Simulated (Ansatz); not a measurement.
Input:

CuPd:
```
CuPd
1.0
    1.35341     0.78139     4.21410
   -1.35341     0.78139     4.21410
    0.00000    -1.56279     4.21410
Cu Pd
1 1
Direct
  0.00000   0.00000   0.00000
  0.50000   0.50000   0.50000
```

This is the r²SCAN-relaxed structure. Cartesian axes are those of the cell as given.

Task: All from the program Ansatz at the r²SCAN level (PAW), unless another level is named. Give the Poisson's ratio.

Result: 0.34.

Task: What about the elastic constants (relaxed ions, GPa)?

Result: C11 = 268, C12 = 121, C13 = 121, C14 = -27.5, C33 = 293, C44 = 55.8.

Space group R-3m. The workflow started from a Materials Project entry (that database holds measured and hypothetical structures alike); the Crystallography Open Database copy checked does not list it. COD files the formula under space group No. 221. With Cu and Pd taken as one species the cell has the higher symmetry Fm-3m, so it may be an ordered model of a mixed-site phase. Its standing as an ambient phase is unchecked. The r²SCAN relaxation kept the symmetry of its start; its stability against distortions is not shown here. The run is not spin-polarised. As this level gives no gap, shear constants depend on the k-mesh and smearing (Fermi–Dirac, 0.1 eV here).

Potentials: the later of the program's two PAW sets.
